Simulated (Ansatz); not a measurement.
## Is this CdS5 structure a true minimum?

The cell was found from a proposed guess, not taken from experiment.

The calculation used Ansatz 0.2.0, DFT PBE, scalar-relativistic, plane waves, PAW. Plane waves to 420 eV, a k mesh through Γ of 6×6×4 on the computed 6-atom cell and Gaussian smearing (0.02 eV); no spin polarisation.

The cell below (6 atoms, space group C2 (No. 5)) is relaxed within its symmetry.

```
Cd S
1.0
     2.98123   -3.31947    0.02431
     2.98123    3.31947    0.02431
    -2.68226    0.00000    8.83804
Cd S
1 5
Direct
  0.03220 0.96780 0.00000
  0.70526 0.18880 0.67134
  0.93774 0.06226 0.50000
  0.81120 0.29474 0.32866
  0.59531 0.93572 0.14384
  0.06428 0.40469 0.85616
```

For the test a repeat of it with 12 atoms (edges 4.46, 4.46, 17.73 Å) was strained at random (σ = 1.5 % a component), the atoms were moved at random (σ = 0.05 Å), and all was relaxed again on a coarse 4×4×1 mesh (in the run’s order of axes) with 0.10 eV smearing, with no symmetry imposed.

Question: Does it come back?

Answer: It doesn't return. The energy falls by 12 meV/atom on that mesh, the volume changes by -6.0 %, and the end has space group P1 (No. 1) at a loose tolerance. Relaxed again on an 8×6×4 mesh with 0.02 eV smearing, the new structure lies 12 meV/atom below the first (mesh in the axes of the run's cell; the cell below is made exact in the group named). Space group P1 (No. 1), triclinic, a = 4.372 Å, b = 4.422 Å, c = 9.096 Å, α = 97.0°, β = 101.6°, γ = 103.5°. Around Cd lie 4 S at 2.54–2.69 Å; S on its first site has 2 S at 2.09–2.10 Å; S on its second site is surrounded by 2 S at 2.04–2.10 Å; S on its third site has 2 S at 2.04–2.11 Å; 2 more sites not described.

```xyz
6
Lattice="4.3716 0.0000 0.0000 -1.0296 4.3004 0.0000 -1.8355 -1.5849 8.7665" Properties=species:S:1:pos:R:3 pbc="T T T"
Cd   -1.7674   -1.2431    8.7513
S     2.0390    1.4657    5.6725
S     0.7681    0.4458    4.3414
S     0.8597    3.6880    2.9982
S     2.1662    0.7053    1.3694
S     1.4481    0.7701    7.5501
```
